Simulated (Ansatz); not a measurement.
A relaxed cell of Ta (Im-3m (No. 229)), relaxed on a k-mesh at least as fine as the one used below. The numbers are results of PBEsol (plane waves to 420 eV, PAW, scalar-relativistic; Ansatz, a program for electronic structure), not measurements. Γ-centred k-mesh 14×14×7 on the run's cell (coarser than for final values), Fermi–Dirac smearing 0.05 eV.

```yaml
crystal:
  lattice:
    - [-1.64095, 1.64095, 1.64095]
    - [1.64095, -1.64095, 1.64095]
    - [3.28190, 3.28190, -3.28190]
  atoms:
    - { symbol: Ta, position: [0.00000, 0.00000, 0.00000] }
    - { symbol: Ta, position: [0.00000, 0.00000, 0.50000] }
```

The atoms are displaced by (Å):

```tsv
atom	ux	uy	uz
Ta1	0.050	-0.092	-0.056
Ta2	0.110	-0.026	0.101
```

Q: What forces (eV/Å) and pressure result?

A: 
```
atom     Fx     Fy     Fz
----  -----  -----  -----
Ta1    0.52   0.53   1.13
Ta2   -0.52  -0.53  -1.13
```

Pressure +1.1 GPa.

Q: Estimate the energy cost of the displacement in the harmonic approximation and compare with the calculation.

A: For a harmonic well ΔE = −½ Σ F·u = 0.122 eV a cell, or 61 meV/atom. The calculated energy relative to the undisplaced cell is +0.06 eV/atom, so the harmonic estimate holds well.

No spin polarisation in the result.

The run that gave the undisplaced cell could not lose the symmetry of its start; a randomly shaken copy of 2 atoms returns to this structure.
